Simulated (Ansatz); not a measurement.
VN (rock salt)

```cif
data_NV
_chemical_formula_sum 'N1 V1'
_space_group_name_H-M_alt 'P 1'
_space_group_IT_number 1
_cell_length_a 2.91102
_cell_length_b 2.91102
_cell_length_c 2.91102
_cell_angle_alpha 60.000
_cell_angle_beta 60.000
_cell_angle_gamma 60.000
loop_
_space_group_symop_operation_xyz
  'x, y, z'
loop_
_atom_site_label
_atom_site_type_symbol
_atom_site_fract_x
_atom_site_fract_y
_atom_site_fract_z
_atom_site_occupancy
N1 N 0.00000 0.00000 0.00000 1
V1 V 0.50000 0.50000 0.50000 1
```

Equation-of-state scan: isotropic scaling of the cell above, V₀ being its volume. Symmetry pins the atoms to their sites.

Computed with PBE (plane waves to 420 eV, PAW, scalar-relativistic; Ansatz, a quantum-chemistry and plane-wave program). k mesh 19×19×19 (Γ-centred), Fermi-Dirac smearing 0.05 eV. E stands for the smeared free energy. Compression counts positive. VN is run without spin polarisation. VN was relaxed with its symmetry unable to fall. The zero of ΔE is the relaxed starting cell.

| V (Å³/atom) | ΔE (meV/atom) | P (GPa) |
|---|---|---|
| 7.326 | 298 | 79.7 |
| 7.605 | 178 | 57.8 |
| 7.884 | 94 | 39.4 |
| 8.163 | 39 | 24.0 |
| 8.442 | 9 | 11.0 |
| 8.722 | 0 | 0.0 |
| 9.001 | 8 | -9.2 |
| 9.280 | 31 | -17.0 |
| 9.559 | 67 | -23.6 |
| 9.838 | 113 | -29.1 |
| 10.117 | 168 | -33.7 |

Key numbers:

```
Property                                                 Result
-------------------------------------------------  ------------
Pressure at the smallest volume                        79.7 GPa
Energy cost of the largest compression             298 meV/atom
Energy cost of the largest expansion               168 meV/atom
Bulk modulus B₀ (third-order Birch-Murnaghan fit)       314 GPa
Pressure derivative B₀′ (fit)                               4.3
Equilibrium volume of the fit                      8.72 Å³/atom
Pressure for 5 % compression (fit)                     18.0 GPa
```

(Under strain, the slope of the energy per volume gives the stress and its curvature an elastic modulus.)
